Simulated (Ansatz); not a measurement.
The relaxed structure here is a generated cell of Mo: the first start was made by placing the elements on the sites of a structure type, and the end was not matched to a known phase here, so it may be hypothetical. Known forms of Mo include space group No. 229.

One starting cell of Mo (a generated cell, Mo built in the simple-cubic structure type) was relaxed twice with Ansatz (plane waves, PAW, scalar-relativistic): with r2SCAN at 500 eV and with PBE at 420 eV. The r2SCAN result:

```xyz
1
Lattice="2.5866 0.0000 0.0000 0.0000 2.5866 0.0000 0.0000 0.0000 2.5866" Properties=species:S:1:pos:R:3 pbc="T T T"
Mo     0.0000     0.0000     0.0000
```

```
quantity                          r2SCAN    PBE
--------------------------------  ------  -----
space group                        Pm-3m  Pm-3m
volume (Å³/atom)                   17.30    ___
a (Å)                              2.587    ___
gap (eV, no spin-orbit coupling)    0.00    ___
```

Problem. Fill in the PBE column.

Solution. 
- volume (Å³/atom), PBE: 17.55
- a (Å), PBE: 2.599
- gap (eV, no spin-orbit coupling), PBE: 0.00

Both levels end in the same structure; PBE's volume is 1.4 % larger. Neither column is exact.

No spin polarisation in the result.

The run could not lower the symmetry of its start; a shaken copy of this end point relaxes with r2SCAN to Im-3m (No. 229), 1.22 eV/atom lower.

Ansatz is a first-principles code.
